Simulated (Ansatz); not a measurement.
A relaxation computed with Ansatz, from input to last step.

```yaml
crystal:
  lattice:
    - [6.4028320597, 0.0, 0.0]
    - [-3.2014160298, 5.5450152199, 0.0]
    - [0.0, 0.0, 5.1392606357]
  atoms:
    - { symbol: Hg, position: [0.833, 0.666, 0.25] }
    - { symbol: Hg, position: [0.167, 0.833, 0.75] }
    - { symbol: Hg, position: [0.334, 0.167, 0.25] }
    - { symbol: Hg, position: [0.167, 0.334, 0.75] }
    - { symbol: Hg, position: [0.833, 0.167, 0.25] }
    - { symbol: Hg, position: [0.666, 0.833, 0.75] }
    - { symbol: Mo, position: [0.3333333333, 0.6666666667, 0.25] }
    - { symbol: Mo, position: [0.6666666667, 0.3333333333, 0.75] }
basis:
  ecutwfc: 420
kpoints:
  mp_grid: { grid: [3, 3, 4] }
hamiltonian:
  xc: pbe
scf:
  occupations: { method: gaussian, width: 0.1 }
  lower_state_search: "off"
output:
  forces: true
  stress: true
  eigenvalues: true
relax:
  adjacent_minimum: "off"
  f_tol: 0.04
  max_steps: 70
  cell: { stress_tol: 0.4 }
```

```bash
ansatz run input.yaml --threads 1 --pin off --max-ram 2560MiB --backend cpu --events-out ev --progress --plain --runs-dir out
```

Method: DFT PBE, scalar-relativistic, plane waves, PAW in Ansatz 0.2.0.

Of 6 frames 6 are shown, positions in Å and forces in eV/Å; the SCF threshold varies from step to step. Steps run on the plane waves of an earlier cell, with a Pulay correction in the pressure. The basis is chosen afresh for the last frame, the zero of the energies, and at times for earlier ones too; energy and pressure step there, also at an unchanged geometry.

```xyz
8
Lattice="6.4028 0.0000 0.0000 -3.2014 5.5450 0.0000 0.0000 0.0000 5.1393" Properties=species:S:1:pos:R:3:forces:R:3 pbc="T T T" step=1 free_energy_over_end_meV_per_atom=109.73 pressure_GPa=-9.27
Hg    3.2014    3.6930    1.2848    0.0000   -0.5483    0.0000
Hg   -1.5975    4.6190    3.8544    0.4749   -0.2742    0.0000
Hg    1.6039    0.9260    1.2848    0.4749    0.2742    0.0000
Hg    0.0000    1.8520    3.8544    0.0000    0.5483    0.0000
Hg    4.7989    0.9260    1.2848   -0.4749    0.2742    0.0000
Hg    1.5975    4.6190    3.8544   -0.4749   -0.2742    0.0000
Mo    0.0000    3.6967    1.2848    0.0000    0.0000    0.0000
Mo    3.2014    1.8483    3.8544    0.0000    0.0000    0.0000
8
Lattice="6.0893 0.0000 0.0000 -3.0446 5.2735 0.0000 0.0000 0.0000 4.9695" Properties=species:S:1:pos:R:3:forces:R:3 pbc="T T T" step=2 free_energy_over_end_meV_per_atom=1.50 pressure_GPa=0.71
Hg    3.0446    3.4493    1.2424    0.0000    0.2018    0.0000
Hg   -1.4648    4.3614    3.7271   -0.1748    0.1009    0.0000
Hg    1.5798    0.9121    1.2424   -0.1748   -0.1009    0.0000
Hg    0.0000    1.8242    3.7271    0.0000   -0.2018    0.0000
Hg    4.5095    0.9121    1.2424    0.1748   -0.1009    0.0000
Hg    1.4648    4.3614    3.7271    0.1748    0.1009    0.0000
Mo    0.0000    3.5156    1.2424    0.0000    0.0000    0.0000
Mo    3.0446    1.7578    3.7271    0.0000    0.0000    0.0000
8
Lattice="6.0975 0.0000 0.0000 -3.0488 5.2806 0.0000 0.0000 0.0000 4.9884" Properties=species:S:1:pos:R:3:forces:R:3 pbc="T T T" step=3 free_energy_over_end_meV_per_atom=0.27 pressure_GPa=-0.23
Hg    3.0488    3.4764    1.2471    0.0000   -0.0805    0.0000
Hg   -1.4863    4.3785    3.7413    0.0698   -0.0403    0.0000
Hg    1.5625    0.9021    1.2471    0.0698    0.0403    0.0000
Hg    0.0000    1.8042    3.7413    0.0000    0.0805    0.0000
Hg    4.5350    0.9021    1.2471   -0.0698    0.0403    0.0000
Hg    1.4863    4.3785    3.7413   -0.0698   -0.0403    0.0000
Mo    0.0000    3.5204    1.2471    0.0000    0.0000    0.0000
Mo    3.0488    1.7602    3.7413    0.0000    0.0000    0.0000
8
Lattice="6.0849 0.0000 0.0000 -3.0424 5.2697 0.0000 0.0000 0.0000 5.0026" Properties=species:S:1:pos:R:3:forces:R:3 pbc="T T T" step=4 free_energy_over_end_meV_per_atom=-0.22 pressure_GPa=-0.01
Hg    3.0424    3.4649    1.2506    0.0000   -0.0088    0.0000
Hg   -1.4795    4.3673    3.7519    0.0076   -0.0044    0.0000
Hg    1.5630    0.9024    1.2506    0.0076    0.0044    0.0000
Hg    0.0000    1.8047    3.7519    0.0000    0.0088    0.0000
Hg    4.5219    0.9024    1.2506   -0.0076    0.0044    0.0000
Hg    1.4795    4.3673    3.7519   -0.0076   -0.0044    0.0000
Mo    0.0000    3.5131    1.2506    0.0000    0.0000    0.0000
Mo    3.0424    1.7566    3.7519    0.0000    0.0000    0.0000
8
Lattice="6.0575 0.0000 0.0000 -3.0288 5.2460 0.0000 0.0000 0.0000 5.0529" Properties=species:S:1:pos:R:3:forces:R:3 pbc="T T T" step=5 free_energy_over_end_meV_per_atom=-0.81 pressure_GPa=0.00
Hg    3.0288    3.4530    1.2632    0.0000    0.0036    0.0000
Hg   -1.4760    4.3495    3.7897   -0.0031    0.0018    0.0000
Hg    1.5528    0.8965    1.2632   -0.0031   -0.0018    0.0000
Hg    0.0000    1.7930    3.7897    0.0000   -0.0036    0.0000
Hg    4.5047    0.8965    1.2632    0.0031   -0.0018    0.0000
Hg    1.4760    4.3495    3.7897    0.0031    0.0018    0.0000
Mo    0.0000    3.4973    1.2632    0.0000    0.0000    0.0000
Mo    3.0288    1.7487    3.7897    0.0000    0.0000    0.0000
8
Lattice="6.0575 0.0000 0.0000 -3.0288 5.2460 0.0000 0.0000 0.0000 5.0529" Properties=species:S:1:pos:R:3:forces:R:3 pbc="T T T" step=6 free_energy_over_end_meV_per_atom=0.00 pressure_GPa=0.00
Hg    3.0288    3.4530    1.2632    0.0000    0.0040    0.0000
Hg   -1.4760    4.3495    3.7897   -0.0035    0.0020    0.0000
Hg    1.5528    0.8965    1.2632   -0.0035   -0.0020    0.0000
Hg    0.0000    1.7930    3.7897    0.0000   -0.0040    0.0000
Hg    4.5047    0.8965    1.2632    0.0035   -0.0020    0.0000
Hg    1.4760    4.3495    3.7897    0.0035    0.0020    0.0000
Mo    0.0000    3.4973    1.2632    0.0000    0.0000    0.0000
Mo    3.0288    1.7487    3.7897    0.0000    0.0000    0.0000
```

The start puts this composition into another compound's structure type, which needn't suit it. At the end the space group is P6_3/mmc (tolerance 0.05 Å).

The run took 63 s on 1 thread of Intel(R) Xeon(R) Platinum 8488C (Sapphire Rapids), with other jobs on the host, peak memory 0.54 GiB.

The k mesh is coarse. Spin–orbit coupling is left out, which can shift energies with elements as heavy as these.